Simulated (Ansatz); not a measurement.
**Al2Ga3N5: rattling a relaxed structure**

The structure comes from a generated guess, relaxed at this level; another structure or a mixture of phases may lie lower.

Method: Ansatz 0.2.0, DFT PBE, scalar-relativistic, plane waves, PAW. Settings: cutoff 420 eV, Γ-centred mesh 12×12×12 on the computed 10-atom cell, Gaussian smearing of 0.02 eV; no spin polarisation.

The cell below (10 atoms, space group R-3m (No. 166)) is relaxed within its symmetry.

```
Al Ga N
1.0
     1.48085    0.85497   12.11186
    -1.48085    0.85497   12.11186
     0.00000   -1.70993   12.11186
Al Ga N
2 3 5
Direct
  0.69888 0.69888 0.69888
  0.30112 0.30112 0.30112
  0.09845 0.09845 0.09845
  0.90155 0.90155 0.90155
  0.50000 0.50000 0.50000
  0.39711 0.39711 0.39711
  0.00000 0.00000 0.00000
  0.60289 0.60289 0.60289
  0.20081 0.20081 0.20081
  0.79919 0.79919 0.79919
```

For the test it was strained at random (σ = 1.5 % a component), the atoms were moved at random (σ = 0.10 Å), and all was relaxed again on a coarse 6×6×6 mesh (in the run’s order of axes) with 0.10 eV smearing, with no symmetry imposed.

**Question.** What happens?

**Answer.** It returns, within 1 meV/atom of the unmoved cell on that mesh and with the same symmetry when read at 0.1 Å. No instability shows in this cell; modes of other wave vectors, which need another repeat, aren't tested.
